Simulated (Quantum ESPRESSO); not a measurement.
# Computed records: MgZnGaSe2SCl (made-up cell, one site empty), Ga3PSeS2 (made-up cell, one site empty)

Computed with Quantum ESPRESSO 7.5. Calculation on a made-up crystal cell, not a measurement, run twice, once with a planted mistake found by running each candidate: periodic Kohn-Sham density functional theory in plane waves with PseudoDojo standard norm-conserving scalar-relativistic pseudopotentials, each functional with its own files (v0.5 for PBE, v0.4.1 for LDA and PBEsol), no spin polarisation, no spin-orbit coupling, atoms not relaxed, stress positive in tension, energies less a fixed whole-eV offset for each atom's element; levels are Kohn-Sham levels at fractions of this cell's reciprocal vectors, counted from the reference band (half the neutral cell's valence electrons, rounded up) at Gamma; error bars cover cutoff and k-mesh only, not smearing or the files; each bar is the largest change over components, and at least 0.002 eV, 0.002 eV per angstrom or 0.02 GPa; a charged cell sits in a uniform background, with energy and stress on this program's zero of potential; energies are for the whole cell, and the offsets were chosen from early runs and are not element reference energies; a distance is the largest change of any value in units of its error bar (the energy's for the smearing term), a scale change is of lengths, and a coarse mesh keeps the half-step shift.

Common to all runs: empty site 2; intended functional pbe; intended cutoff 1170 eV; intended fermi dirac smearing 0.025 eV; intended scf tolerance 1e-07 eV; intended electrons removed 0; healthy scf iterations 10; healthy smearing term minus ts 0 eV; candidate functional pbesol; candidate first exchanged site 4; structure shown as intended, without the mistake.

(1) MgZnGaSe2SCl (made-up cell, one site empty)

Intended structure:
```
CELL_PARAMETERS angstrom
3.87700 -0.01630 -0.00950
-0.02830 6.80090 -0.07530
-0.01550 -0.07100 6.26930
ATOMIC_POSITIONS crystal
Zn 0.01644 0.01301 0.99720
Mg 0.51773 0.17002 0.49331
Ga 0.00981 0.66463 0.48480
Se 0.01332 0.00089 0.37562
Se 0.51022 0.50517 0.37715
S 0.51474 0.17094 0.86588
Cl 0.01430 0.67149 0.86051
```

* lattice type: wurtzite
* healthy free energy less offsets: 0.499 eV
* healthy pressure: 5.99 GPa
* healthy stress xx: -6.99 GPa
* healthy stress yy: -6.75 GPa
* healthy stress zz: -4.24 GPa
* healthy stress yz: -1.19 GPa
* healthy stress xz: -0.09 GPa
* healthy stress xy: -0.26 GPa
* healthy reference band: 44
* faulty free energy less offsets: 5.432 eV
* faulty scf iterations: 10
* faulty smearing term minus ts: 0 eV
* faulty pressure: -40.51 GPa
* faulty stress xx: 39.42 GPa
* faulty stress yy: 39.67 GPa
* faulty stress zz: 42.44 GPa
* faulty stress yz: -1.22 GPa
* faulty stress xz: -0.1 GPa
* faulty stress xy: -0.29 GPa
* faulty reference band: 44
* candidate k points along each vector: 2
* candidate cutoff: 816 eV
* candidate smearing: 0.76 eV
* candidate scf tolerance: 0.1 eV
* candidate electrons removed: -1
* candidate scale change: 0.52 percent
* candidate second exchanged site: 6
* intended k mesh: 5 x 4 x 4, shifted by half a step
* fault kind: low cutoff
* other mistakes compared: 7
* distance from healthy: 806.5 error bars
* distance from nearest other mistake: 804.6 error bars
* healthy error bar energy: 0.006117 eV
* healthy error bar stress: 0.06021 GPa
* healthy error bar force: 0.005303 eV/Å
* healthy error bar next band up: 0.002 eV

Atoms:
```tsv
atoms element	atom site	atom energy offset (eV)
Zn	1	-5687
Mg	3	-1617
Ga	4	-2080
Se	5	-3300
Se	6	-3300
S	7	-302
Cl	8	-449
```

Healthy forces:
```tsv
site	x (eV/Å)	y (eV/Å)	z (eV/Å)
1	-0.049	0.532	-1.458
3	-0.045	0.175	1.397
4	0.171	0.861	1.625
5	0.045	-1.34	-0.734
6	-0.185	0.217	-1.625
7	0.067	-0.541	1.153
8	-0.003	0.096	-0.359
```

Healthy levels:
```tsv
level k point	next band up (eV)
Gamma	0.983
(1/2,1/2,1/2)	1.708
(0.15,0,0)	2.099
(0,0.15,0)	1.222
(0,0,0.15)	1.095
```

Faulty forces:
```tsv
site	x (eV/Å)	y (eV/Å)	z (eV/Å)
1	-0.053	0.534	-1.462
3	-0.036	0.174	1.396
4	0.166	0.851	1.619
5	0.044	-1.346	-0.734
6	-0.182	0.231	-1.618
7	0.065	-0.536	1.162
8	-0.004	0.093	-0.362
```

Faulty levels:
```tsv
level k point	next band up (eV)
Gamma	0.981
(1/2,1/2,1/2)	1.715
(0.15,0,0)	2.095
(0,0.15,0)	1.221
(0,0,0.15)	1.095
```

Candidate mistake: coarse kmesh, low cutoff, wide smearing, wrong functional, loose scf, wrong charge, cell scaled, atoms exchanged

(2) MgZnGaSe2SCl (made-up cell, one site empty)

Structure as in entry 1.

* lattice type: wurtzite
* healthy free energy less offsets: 0.499 eV
* healthy pressure: 5.99 GPa
* healthy stress xx: -6.99 GPa
* healthy stress yy: -6.75 GPa
* healthy stress zz: -4.24 GPa
* healthy stress yz: -1.19 GPa
* healthy stress xz: -0.09 GPa
* healthy stress xy: -0.26 GPa
* healthy reference band: 44
* faulty free energy less offsets: 17.405 eV
* faulty scf iterations: 10
* faulty smearing term minus ts: 0 eV
* faulty pressure: 3.47 GPa
* faulty stress xx: -4.37 GPa
* faulty stress yy: -4.3 GPa
* faulty stress zz: -1.74 GPa
* faulty stress yz: -1.16 GPa
* faulty stress xz: -0.09 GPa
* faulty stress xy: -0.24 GPa
* faulty reference band: 44
* candidate k points along each vector: 2
* candidate cutoff: 816 eV
* candidate smearing: 0.76 eV
* candidate scf tolerance: 0.1 eV
* candidate electrons removed: -1
* candidate scale change: 0.52 percent
* candidate second exchanged site: 6
* intended k mesh: 5 x 4 x 4, shifted by half a step
* fault kind: wrong functional
* other mistakes compared: 7
* distance from healthy: 2764 error bars
* distance from nearest other mistake: 1428 error bars
* healthy error bar energy: 0.006117 eV
* healthy error bar stress: 0.06021 GPa
* healthy error bar force: 0.005303 eV/Å
* healthy error bar next band up: 0.002 eV

Atoms:
```tsv
atoms element	atom site	atom energy offset (eV)
Zn	1	-5687
Mg	3	-1617
Ga	4	-2080
Se	5	-3300
Se	6	-3300
S	7	-302
Cl	8	-449
```

Healthy forces:
```tsv
site	x (eV/Å)	y (eV/Å)	z (eV/Å)
1	-0.049	0.532	-1.458
3	-0.045	0.175	1.397
4	0.171	0.861	1.625
5	0.045	-1.34	-0.734
6	-0.185	0.217	-1.625
7	0.067	-0.541	1.153
8	-0.003	0.096	-0.359
```

Healthy levels:
```tsv
level k point	next band up (eV)
Gamma	0.983
(1/2,1/2,1/2)	1.708
(0.15,0,0)	2.099
(0,0.15,0)	1.222
(0,0,0.15)	1.095
```

Faulty forces:
```tsv
site	x (eV/Å)	y (eV/Å)	z (eV/Å)
1	-0.046	0.508	-1.428
3	-0.044	0.157	1.356
4	0.164	0.853	1.629
5	0.046	-1.412	-0.814
6	-0.177	0.33	-1.493
7	0.062	-0.669	1.218
8	-0.004	0.233	-0.469
```

Faulty levels:
```tsv
level k point	next band up (eV)
Gamma	0.912
(1/2,1/2,1/2)	1.64
(0.15,0,0)	2.046
(0,0.15,0)	1.159
(0,0,0.15)	1.032
```

Candidate mistake: coarse kmesh, low cutoff, wide smearing, wrong functional, loose scf, wrong charge, cell scaled, atoms exchanged

(3) MgZnGaSe2SCl (made-up cell, one site empty)

Structure as in entry 1.

- lattice type: wurtzite
- healthy free energy less offsets: 0.499 eV
- healthy pressure: 5.99 GPa
- healthy stress xx: -6.99 GPa
- healthy stress yy: -6.75 GPa
- healthy stress zz: -4.24 GPa
- healthy stress yz: -1.19 GPa
- healthy stress xz: -0.09 GPa
- healthy stress xy: -0.26 GPa
- healthy reference band: 44
- faulty free energy less offsets: 8.667 eV
- faulty scf iterations: 11
- faulty smearing term minus ts: -0.008 eV
- faulty pressure: 20.7 GPa
- faulty stress xx: -22.43 GPa
- faulty stress yy: -21.28 GPa
- faulty stress zz: -18.39 GPa
- faulty stress yz: -0.53 GPa
- faulty stress xz: -0.1 GPa
- faulty stress xy: -0.15 GPa
- faulty reference band: 44
- candidate k points along each vector: 2
- candidate cutoff: 816 eV
- candidate smearing: 0.76 eV
- candidate scf tolerance: 0.1 eV
- candidate electrons removed: -1
- candidate scale change: 0.52 percent
- candidate second exchanged site: 6
- intended k mesh: 5 x 4 x 4, shifted by half a step
- fault kind: wrong charge
- other mistakes compared: 7
- distance from healthy: 1335 error bars
- distance from nearest other mistake: 1027 error bars
- healthy error bar energy: 0.006117 eV
- healthy error bar stress: 0.06021 GPa
- healthy error bar force: 0.005303 eV/Å
- healthy error bar next band up: 0.002 eV

Atoms:
```tsv
atoms element	atom site	atom energy offset (eV)
Zn	1	-5687
Mg	3	-1617
Ga	4	-2080
Se	5	-3300
Se	6	-3300
S	7	-302
Cl	8	-449
```

Healthy forces:
```tsv
site	x (eV/Å)	y (eV/Å)	z (eV/Å)
1	-0.049	0.532	-1.458
3	-0.045	0.175	1.397
4	0.171	0.861	1.625
5	0.045	-1.34	-0.734
6	-0.185	0.217	-1.625
7	0.067	-0.541	1.153
8	-0.003	0.096	-0.359
```

Healthy levels:
```tsv
level k point	next band up (eV)
Gamma	0.983
(1/2,1/2,1/2)	1.708
(0.15,0,0)	2.099
(0,0.15,0)	1.222
(0,0,0.15)	1.095
```

Faulty forces:
```tsv
site	x (eV/Å)	y (eV/Å)	z (eV/Å)
1	-0.049	0.475	-1.032
3	-0.031	0.774	0.763
4	0.17	-0.072	0.602
5	0.023	-0.066	-0.839
6	-0.169	-0.782	-1.314
7	0.061	-0.588	0.947
8	-0.006	0.259	0.874
```

Faulty levels:
```tsv
level k point	next band up (eV)
Gamma	1.986
(1/2,1/2,1/2)	2.523
(0.15,0,0)	3.044
(0,0.15,0)	2.254
(0,0,0.15)	2.122
```

Candidate mistake: coarse kmesh, low cutoff, wide smearing, wrong functional, loose scf, wrong charge, cell scaled, atoms exchanged

(4) MgZnGaSe2SCl (made-up cell, one site empty)

Structure as in entry 1.

* lattice type: wurtzite
* healthy free energy less offsets: 0.499 eV
* healthy pressure: 5.99 GPa
* healthy stress xx: -6.99 GPa
* healthy stress yy: -6.75 GPa
* healthy stress zz: -4.24 GPa
* healthy stress yz: -1.19 GPa
* healthy stress xz: -0.09 GPa
* healthy stress xy: -0.26 GPa
* healthy reference band: 44
* faulty free energy less offsets: 4.787 eV
* faulty scf iterations: 12
* faulty smearing term minus ts: -0.005 eV
* faulty pressure: 10.68 GPa
* faulty stress xx: -8.11 GPa
* faulty stress yy: -11.59 GPa
* faulty stress zz: -12.33 GPa
* faulty stress yz: -0.76 GPa
* faulty stress xz: -0.11 GPa
* faulty stress xy: -0.23 GPa
* faulty reference band: 44
* candidate k points along each vector: 2
* candidate cutoff: 816 eV
* candidate smearing: 0.76 eV
* candidate scf tolerance: 0.1 eV
* candidate electrons removed: -1
* candidate scale change: 0.52 percent
* candidate second exchanged site: 6
* intended k mesh: 5 x 4 x 4, shifted by half a step
* fault kind: atoms exchanged
* other mistakes compared: 7
* distance from healthy: 866.5 error bars
* distance from nearest other mistake: 831.9 error bars
* healthy error bar energy: 0.006117 eV
* healthy error bar stress: 0.06021 GPa
* healthy error bar force: 0.005303 eV/Å
* healthy error bar next band up: 0.002 eV

Atoms:
```tsv
atoms element	atom site	atom energy offset (eV)
Zn	1	-5687
Mg	3	-1617
Ga	4	-2080
Se	5	-3300
Se	6	-3300
S	7	-302
Cl	8	-449
```

Healthy forces:
```tsv
site	x (eV/Å)	y (eV/Å)	z (eV/Å)
1	-0.049	0.532	-1.458
3	-0.045	0.175	1.397
4	0.171	0.861	1.625
5	0.045	-1.34	-0.734
6	-0.185	0.217	-1.625
7	0.067	-0.541	1.153
8	-0.003	0.096	-0.359
```

Healthy levels:
```tsv
level k point	next band up (eV)
Gamma	0.983
(1/2,1/2,1/2)	1.708
(0.15,0,0)	2.099
(0,0.15,0)	1.222
(0,0,0.15)	1.095
```

Faulty forces:
```tsv
site	x (eV/Å)	y (eV/Å)	z (eV/Å)
1	-0.047	0.291	-1.403
3	-0.03	-0.128	1.269
4	0.156	0.151	-1.513
5	0.05	0.152	-1.039
6	-0.214	-0.533	-1.985
7	0.062	-0.36	1.263
8	0.023	0.427	3.409
```

Faulty levels:
```tsv
level k point	next band up (eV)
Gamma	0.336
(1/2,1/2,1/2)	-0.007
(0.15,0,0)	0.366
(0,0.15,0)	0.536
(0,0,0.15)	0.397
```

Candidate mistake: coarse kmesh, low cutoff, wide smearing, wrong functional, loose scf, wrong charge, cell scaled, atoms exchanged

(5) Ga3PSeS2 (made-up cell, one site empty)

Intended structure:
```
CELL_PARAMETERS angstrom
5.49770 0.00000 0.00000
0.00000 5.49770 0.00000
0.00000 0.00000 5.49770
ATOMIC_POSITIONS crystal
Ga 0.97172 0.98499 0.01155
Ga 0.49532 0.99653 0.53231
Ga 0.49131 0.49221 0.01177
S 0.22937 0.25243 0.27366
S 0.19534 0.77114 0.75328
P 0.71137 0.24592 0.73005
Se 0.74169 0.73349 0.26844
```

- lattice type: zincblende/diamond
- healthy free energy less offsets: 1.249 eV
- healthy pressure: 0.37 GPa
- healthy stress xx: -0.28 GPa
- healthy stress yy: -1.13 GPa
- healthy stress zz: 0.29 GPa
- healthy stress yz: -2.85 GPa
- healthy stress xz: 1.09 GPa
- healthy stress xy: -3.45 GPa
- healthy reference band: 36
- faulty free energy less offsets: 7.128 eV
- faulty scf iterations: 12
- faulty smearing term minus ts: 0 eV
- faulty pressure: 8.26 GPa
- faulty stress xx: -9.4 GPa
- faulty stress yy: -8.43 GPa
- faulty stress zz: -6.96 GPa
- faulty stress yz: -3.99 GPa
- faulty stress xz: 1.56 GPa
- faulty stress xy: -3.66 GPa
- faulty reference band: 36
- candidate k points along each vector: 1
- candidate cutoff: 873 eV
- candidate smearing: 0.47 eV
- candidate scf tolerance: 0.7 eV
- candidate electrons removed: 1
- candidate scale change: -1.77 percent
- candidate second exchanged site: 5
- intended k mesh: 4 x 4 x 4, shifted by half a step
- fault kind: ?

Atoms:
```tsv
atoms element	atom site	atom energy offset (eV)
Ga	1	-2080
Ga	3	-2080
Ga	4	-2080
S	5	-302
S	6	-302
P	7	-189
Se	8	-3300
```

Healthy forces:
```tsv
site	x (eV/Å)	y (eV/Å)	z (eV/Å)
1	-0.038	2.37	-0.658
3	-2.254	-0.672	-1.027
4	-1.141	-0.98	-0.987
5	-0.155	-0.309	-0.244
6	1.014	-1.512	-0.172
7	2.499	1.867	1.957
8	0.075	-0.764	1.13
```

Healthy levels:
```tsv
level k point	next band up (eV)
Gamma	0.565
(1/2,1/2,1/2)	0.846
(0.15,0,0)	1.087
(0,0.15,0)	1.088
(0,0,0.15)	1.077
```

Faulty forces:
```tsv
site	x (eV/Å)	y (eV/Å)	z (eV/Å)
1	0.228	2.03	-0.925
3	-2.531	-0.372	-1.01
4	-1.21	-1.126	-0.913
5	0.275	-0.44	-0.318
6	0.761	-0.927	0.507
7	1.675	1.724	2.112
8	0.802	-0.888	0.547
```

Faulty levels:
```tsv
level k point	next band up (eV)
Gamma	0.414
(1/2,1/2,1/2)	0.696
(0.15,0,0)	0.976
(0,0.15,0)	0.981
(0,0,0.15)	0.977
```

Candidate mistake: coarse kmesh, low cutoff, wide smearing, wrong functional, loose scf, wrong charge, cell scaled, atoms exchanged

Q: Estimate the fault kind of Ga3PSeS2 (made-up cell, one site empty) (entry 5).
A: coarse kmesh

Further results for Ga3PSeS2 (made-up cell, one site empty) (entry 5):

- other mistakes compared: 7
- distance from healthy: 1516 error bars
- distance from nearest other mistake: 903.8 error bars
- healthy error bar energy: 0.003876 eV
- healthy error bar stress: 0.02 GPa
- healthy error bar force: 0.002 eV/Å
- healthy error bar next band up: 0.002 eV
